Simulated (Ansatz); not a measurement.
A geometry of Pt away from equilibrium: step 2 of the relaxation of a relaxed Pt cell, doubled along one cell vector, shaken by Gaussian noise of σ = 0.08 Å a coordinate. Method: PBE (plane waves to 420 eV, PAW, scalar-relativistic; Ansatz, a first-principles code). Γ-centred k-mesh 14×14×7 on the run's cell (coarser than for final values), Fermi–Dirac smearing 0.05 eV. The plane waves were selected for a different cell earlier on the path.

```yaml
crystal:
  lattice:
    - [0.01436, 1.99467, 1.97438]
    - [1.98735, -0.00177, 1.99051]
    - [3.91273, 3.95962, 0.05843]
  atoms:
    - { symbol: Pt, position: [0.00366, 0.98917, 0.99512] }
    - { symbol: Pt, position: [0.96649, 0.97965, 0.52502] }
```

What forces act on the atoms (eV/Å)?


```csv
atom,Fx,Fy,Fz
Pt1,1.27,0.94,-1.24
Pt2,-1.27,-0.94,1.24
```

The path ends in Fm-3m (No. 225) (fcc (Cu type)). No spin polarisation in the result.

The run could not lose the symmetry of its start.
